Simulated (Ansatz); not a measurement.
This PtSe2 structure is the end of a relaxation. The cell was found from a structure generator's guess, not taken from experiment.

The calculation used Ansatz, DFT PBE, scalar-relativistic, plane waves, PAW. Cutoff 420 eV, Γ-centred mesh, Gaussian smearing, no spin polarisation.

Only a and b repeat, and vacuum parts the sheet from its images along c.

```xyz
3
Lattice="3.6454 0.0000 0.0000 -1.8227 3.1570 0.0000 0.0000 0.0000 29.8755" Properties=species:S:1:pos:R:3 pbc="T T F"
Pt    1.8227    1.0523    9.0000
Se    0.0000    2.1047   10.4651
Se    0.0000    2.1047    7.5349
```

The zero of energy is the elements' standard structures at the same level; no fitted shifts are applied.

Problem. What layer group does it have?

Solution. p-6m2 (No. 78). In-plane cell: a = 3.645 Å, b = 3.645 Å, γ = 120.0°, thickness 2.93 Å between the outermost nuclei. Pt at height 1.47 Å has 6 Se at 2.56 Å; Se at height 2.93 Å has 3 Pt at 2.56 Å and 1 Se at 2.93 Å.

Problem. What is its formation energy per atom?

Solution. +0.06 eV/atom. The separate elements lie lower, so it is unstable against them.

Problem. Is it a metal?

Solution. Yes, bands cross the Fermi level on the 12×12×1 mesh.

The last run used a 12×12×1 mesh for its 3-atom cell and Gaussian smearing of 0.10 eV. Spin–orbit coupling, which can matter for Pt, is left out. The reference form of Se is held partly by dispersion forces, which this level lacks. Symmetry constrained the relaxation, so the result can be a saddle point.
